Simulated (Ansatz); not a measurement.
# Te$_{3}$W under pressure

Level of theory: DFT PBEsol, scalar-relativistic, plane waves, PAW (Ansatz 0.2.0). Settings: 420 eV plane-wave cutoff, Γ-centred 8×8×8 mesh, Fermi-Dirac smearing of 0.15 eV. No spin polarisation. Phonons by linear response, acoustic sum rule imposed.

Equilibrium structure at this level:
```yaml
crystal:
  lattice:
    - [5.29852, 0.00000, 0.00000]
    - [0.00000, 5.29852, 0.00000]
    - [0.00000, 0.00000, 5.29852]
  atoms:
    - { symbol: Te, position: [0.00000, 0.00000, 0.50000] }
    - { symbol: Te, position: [0.00000, 0.50000, 0.00000] }
    - { symbol: Te, position: [0.50000, 0.00000, 0.00000] }
    - { symbol: W, position: [0.00000, 0.00000, 0.00000] }
```

Its imaginary modes show that this cell, built by swapping an element in a database structure, isn't a minimum of the energy. In a metal, frequencies and elastic constants depend on the k mesh and the smearing, soft modes and shear constants most. Spin–orbit coupling is left out, which matters for heavy elements.

The cell is relaxed again at 2 and 6 GPa. How do volume, gap and optical modes at Γ (cm⁻¹, counted from the lowest optical one; a degenerate one stands once) change?

Results:

|  | 0 GPa | 2 GPa | 6 GPa |
| --- | --- | --- | --- |
| V/V0 | 1.000 | 0.970 | 0.921 |
| gap (eV) | 0.00 | 0.00 | 0.00 |
| mode 1 | 75i | 75i | 78i |
| mode 4 | 36i | 39i | 45i |
| mode 7 | 190 | 211 | 245 |